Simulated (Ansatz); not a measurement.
Elastic constants of PbSe: input and output

Computed with DFT PBE, scalar-relativistic, plane waves, PAW (Ansatz).

Launched with:
```bash
ansatz run input.yaml --threads 1 --pin off --max-ram 3072MiB --backend cpu --events-out ev --progress --plain --runs-dir out
```

Input (bare energies are in eV):
```yaml
crystal:
  lattice:
    - [0.0, 3.1089437923, 3.1089437923]
    - [3.1089437923, 0.0, 3.1089437923]
    - [3.1089437923, 3.1089437923, 0.0]
  atoms:
    - { symbol: Pb, position: [0.0, 0.0, 0.0] }
    - { symbol: Se, position: [0.5, 0.5, 0.5] }
basis:
  ecutwfc: 420
kpoints:
  mp_grid: { grid: [10, 10, 10] }
hamiltonian:
  xc: pbe
scf:
  occupations: { method: fixed }
output:
  forces: true
  stress: true
  eigenvalues: true
elastic:
  mode: relaxed_ion
  stencil: two_point
```

From the output:
```
--- Elastic constants: 2 strain directions × 2 members + reference (group order 48) ---
  dense FFT box of the reference and of every strained cell: 30×30×30
  strains applied: 11, 23; error gains: componentwise 1.00 (the most a stress slope's error grows in a printed constant), spectral 1.73 (1 for all six strains in a standard setting)
  C = ∂σ_k/∂η_j (tension-positive GPa; Voigt order 11 22 33 23 13 12):
       115.351     12.406     12.406      0.000      0.000     -0.000
        12.406    115.351     12.406     -0.000      0.000     -0.000
        12.406     12.406    115.351     -0.000     -0.000     -0.000
         0.000      0.000      0.000     17.299      0.000      0.000
        -0.000     -0.000      0.000     -0.000     17.299      0.000
        -0.000      0.000      0.000     -0.000     -0.000     17.299
  reference stress σ⁰ (GPa):     -0.001     -0.001     -0.001      0.000      0.000     -0.000
  C* (energy form; C + prestress term) asymmetry max|C*_kj − C*_jk| = 7.105e-15 GPa — a small one proves nothing (zero by symmetry where the batch's group is 432, −43m or m−3m); a large one is finite-difference/SCF noise where every solve ...
  moduli (Voigt/Reuss/Hill, GPa): K = 46.72/46.72/46.72   G = 30.97/23.55/27.26   E = 68.47   ν = 0.256
  mechanically stable: yes (min eigenvalue of sym C = 17.30 GPa)
  strain η (Voigt 11):  stress-route row diagonal C_11 = 115.35 GPa, energy-path curvature d²(F+E_count+ΔE)/dδ²/Ω₀ = 115.43 GPa
         δ    σ_11 (GPa) F (eV) n_scf n_hpsi n_pw
    -2.000e-3      -0.2352      -17376.6223083       7   36509   1211   relax 0 steps, max|allowed force component| 2.48e-29 eV/Å
     2.000e-3       0.2262      -17376.6223127       7   35600   1227   relax 0 steps, max|allowed force component| 5.66e-29 eV/Å
  strain η (Voigt 23):  stress-route row diagonal C_44 = 17.30 GPa, energy-path curvature d²(F+E_count+ΔE)/dδ²/Ω₀ = 17.42 GPa
         δ    σ_23 (GPa) F (eV) n_scf n_hpsi n_pw
    -2.000e-3      -0.0346      -17376.6223840       8   68615   1223   relax 0 steps, max|allowed force component| 1.06e-29 eV/Å
     2.000e-3       0.0346      -17376.6223840       7   57337   1223   relax 0 steps, max|allowed force component| 3.79e-29 eV/Å
```

It took 74 s on 1 thread of Intel(R) Xeon(R) Processor @ 2.50GHz (Skylake/Cascade Lake) (shared host), peak memory 0.49 GiB.

Spin–orbit coupling is left out, which can shift energies with elements as heavy as these.